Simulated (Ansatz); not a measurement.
A distorted cell of TaC (rock salt):

```
CELL_PARAMETERS angstrom
      0.00000     2.28723     2.25674
      2.28723     0.00000     2.25674
      2.28723     2.28723     0.00000
ATOMIC_POSITIONS crystal
  C  0.00000 0.00000 0.00000
  Ta 0.50000 0.50000 0.50000
```

Calculation: PBE (plane waves to 420 eV, PAW, scalar-relativistic; Ansatz, a program for electronic structure). k mesh 18×18×18 (Γ-centred), Fermi-Dirac smearing 0.05 eV. The energy includes the smearing's −TS. Stress and pressure are positive under compression. With partly filled bands, the response to shear is sensitive to the k mesh, so small differences along c/a are uncertain. Spin-orbit coupling is left out, though Ta is heavy. TaC is run without spin polarisation. TaC was relaxed with its symmetry unable to fall.

Question: What is the stress tensor (GPa)?

Answer: 
```
  -16.9      0.0      0.0
    0.0    -16.9      0.0
    0.0      0.0    -11.1
```
The pressure, a third of the trace, is -15.0 GPa.

Question: It is the relaxed cell deformed to V/V₀ = 1.053, (c/a)/(c/a)₀ = 0.987, c along z, fractional positions held. What is its energy relative to the relaxed cell?

Answer: 31 meV/atom.

(Under strain, the slope of the energy per volume gives the stress and its curvature an elastic modulus.)
